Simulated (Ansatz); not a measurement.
**La3MgTi4O12: do the settings matter for the field gradients?**

This input was run with Ansatz:

```yaml
crystal:
  lattice:
    - [7.9319497707, 0.0, 0.0]
    - [0.0, 3.9064772327, 3.8942870338]
    - [0.0, -3.9064772327, 3.8942870338]
  atoms:
    - { symbol: La, position: [0.5, 0.77049415, 0.77049415] }
    - { symbol: La, position: [0.0, 0.73807996, 0.73807996] }
    - { symbol: La, position: [0.5, 0.26276548, 0.26276548] }
    - { symbol: Mg, position: [0.0, 0.23119734, 0.23119734] }
    - { symbol: Ti, position: [0.24337601, 0.25039707, 0.74862586] }
    - { symbol: Ti, position: [0.75662399, 0.25039707, 0.74862586] }
    - { symbol: Ti, position: [0.24337601, 0.74862586, 0.25039707] }
    - { symbol: Ti, position: [0.75662399, 0.74862586, 0.25039707] }
    - { symbol: O, position: [0.3003031, 0.03526713, 0.03526713] }
    - { symbol: O, position: [0.6996969, 0.03526713, 0.03526713] }
    - { symbol: O, position: [0.25195307, 0.55134395, 0.94633652] }
    - { symbol: O, position: [0.74804693, 0.55134395, 0.94633652] }
    - { symbol: O, position: [0.0, 0.22080977, 0.84094813] }
    - { symbol: O, position: [0.5, 0.2930938, 0.70187164] }
    - { symbol: O, position: [0.25195307, 0.94633652, 0.55134395] }
    - { symbol: O, position: [0.74804693, 0.94633652, 0.55134395] }
    - { symbol: O, position: [0.18762973, 0.43523631, 0.43523631] }
    - { symbol: O, position: [0.81237027, 0.43523631, 0.43523631] }
    - { symbol: O, position: [0.5, 0.70187164, 0.2930938] }
    - { symbol: O, position: [0.0, 0.84094813, 0.22080977] }
  symmetry: { detect: false }
kpoints:
  mp_grid: { grid: [4, 6, 6], shift: [0.5, 0.5, 0.5] }
scf:
  occupations: { method: fermi_dirac, width: 0.05 }
hamiltonian:
  xc: pbe
  pseudopotentials: { kind: paw }
output:
  forces: true
  stress: true
  populations: true
  efg:
    quadrupole_moments_barn: { La: 0.206, Mg: 0.1994, Ti: 0.247, O: -0.02558 }
    contact_densities: true
```

It converged. Of its output the block on the nuclei alone is shown, without the SCF iterations, energies, forces and stress (one atom of each set):

```
--- PAW observables at the nuclei: V_zz in 10²¹ V/m², potentials from the cell's mean, atoms counted from 1 ---
  atom   1  La V_zz =   -13.108036   η = 0.2299   by run symmetry: not_imposed   C_q = -65.2919 MHz
            electrostatic potential = -9877.224311 V   contact ρ = 2247063.831405 e/Å³
  atom   2  La V_zz =   -11.554079   η = 0.6432   by run symmetry: not_imposed   C_q = -57.5515 MHz
            electrostatic potential = -9877.056649 V   contact ρ = 2247058.261814 e/Å³
  atom   3  La V_zz =   -22.188431   η = 0.7100   by run symmetry: not_imposed   C_q = -110.5219 MHz
            electrostatic potential = -9877.207114 V   contact ρ = 2247062.593106 e/Å³
  atom   4  Mg V_zz =    -1.972960   η = 0.1410   by run symmetry: not_imposed   C_q = -9.5126 MHz
            electrostatic potential = -1106.913660 V   contact ρ = 7795.935063 e/Å³
  atom   5  Ti V_zz =    -2.517461   η = 0.5531   by run symmetry: not_imposed   C_q = -15.0354 MHz
            electrostatic potential = -2531.186874 V   contact ρ = 56786.564657 e/Å³
  atom   9  O  V_zz =    +1.348324   η = 0.9220   by run symmetry: not_imposed   C_q = -0.8340 MHz
            electrostatic potential = -627.832880 V   contact ρ = 2157.263961 e/Å³
  atom  11  O  V_zz =    -1.371184   η = 0.6408   by run symmetry: not_imposed   C_q = +0.8481 MHz
            electrostatic potential = -627.701977 V   contact ρ = 2157.239724 e/Å³
  atom  13  O  V_zz =    +0.718758   η = 0.7429   by run symmetry: not_imposed   C_q = -0.4446 MHz
            electrostatic potential = -627.632979 V   contact ρ = 2156.960133 e/Å³
  atom  14  O  V_zz =    +0.974851   η = 0.7941   by run symmetry: not_imposed   C_q = -0.6030 MHz
            electrostatic potential = -627.619592 V   contact ρ = 2157.213383 e/Å³
  atom  17  O  V_zz =    -0.375638   η = 0.7720   by run symmetry: not_imposed   C_q = +0.2323 MHz
            electrostatic potential = -627.675941 V   contact ρ = 2157.039510 e/Å³
```

(1) Can these gradients be trusted, and how do they compare with a run on standard settings?

Results:

(1) As results of these settings, within the limits told below. Against the standard input the change is `crystal.symmetry`: not typed → {detect: false}; `kpoints.mp_grid.shift`: not typed → [0.5, 0.5, 0.5]. A site carries the number of its first atom; V_zz in 10²¹ V/m².

| site | atom | V_zz standard | η standard | V_zz here | η here |
| --- | --- | --- | --- | --- | --- |
| La1 | 1 | -13.12 | 0.23 | -13.11 | 0.23 |
| La2 | 2 | -11.56 | 0.64 | -11.55 | 0.64 |
| La3 | 3 | -22.2 | 0.71 | -22.2 | 0.71 |
| Mg | 4 | -1.98 | 0.14 | -1.97 | 0.14 |
| Ti | 5 | -2.41 | 0.47 | -2.52 | 0.55 |
| O9 | 9 | 1.33 | 0.95 | 1.35 | 0.92 |
| O11 | 11 | -1.37 | 0.64 | -1.37 | 0.64 |
| O13 | 13 | 0.78 | 0.69 | 0.72 | 0.74 |
| O14 | 14 | 0.96 | 0.81 | 0.97 | 0.79 |
| O17 | 17 | -0.36 | 0.85 | -0.38 | 0.77 |

The largest change of V_zz is on Ti, from -2.41 to -2.52. In per cent, |V_zz| changes by 0 on La, +4 on Ti (all sites that start above 2). SCF iterations: 9 and 9.

On the reference run: With no gap above 0.1 eV, as in a metal, the gradients converge slowly in k; expect changes of a tenth or more on a denser mesh. Without spin–orbit coupling (the program notes it for La) the gradients can shift somewhat, as the gap is small. Semilocal functionals can leave a metal where correlation in the d or f shell opens a gap in the real compound, and that would change the values at and beside Ti.
